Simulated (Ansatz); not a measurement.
Hcp Zr (10-10), 4 layers, DFT, r2SCAN, PAW with Ansatz's default frozen-core files, scalar-relativistic (Ansatz 0.2.0), on 1 thread of Intel(R) Xeon(R) Platinum 8488C (Sapphire Rapids) (shared host).

Command: `ansatz run input.yaml --threads 1 --pin off --max-ram 3584MiB --backend cpu --events-out ev --progress --plain --runs-dir out`

```yaml
crystal:
  lattice:
    - [3.2448168605, 0.0, 0.0]
    - [0.0, 5.1548770514, 0.0]
    - [0.0, 0.0, 19.7468]
  atoms:
    - { symbol: Zr, position: [0.0, 0.75, 0.415819736] }
    - { symbol: Zr, position: [0.5, 0.25, 0.452113608] }
    - { symbol: Zr, position: [0.5, 0.75, 0.5478863902] }
    - { symbol: Zr, position: [0.0, 0.25, 0.5841802658] }
  periodic: [true, true, false]
kpoints:
  mp_grid: { grid: [11, 7, 1] }
scf:
  occupations: { method: fermi_dirac, width: 0.08 }
hamiltonian:
  xc: r2scan
  pseudopotentials: { kind: paw }
output:
  forces: true
  stress: true
  eigenvalues: true
```

**Question.** How large is the problem that the program sets up?

**Answer.** 24 irreducible k-points, 12855 plane waves at Γ, 29 bands.

**Question.** About how long does it take, and how much memory?

**Answer.** 54 s of wall time for 9 SCF iterations, with a peak of 1.6 GiB. Times on shared machines scatter by tens of per cent.
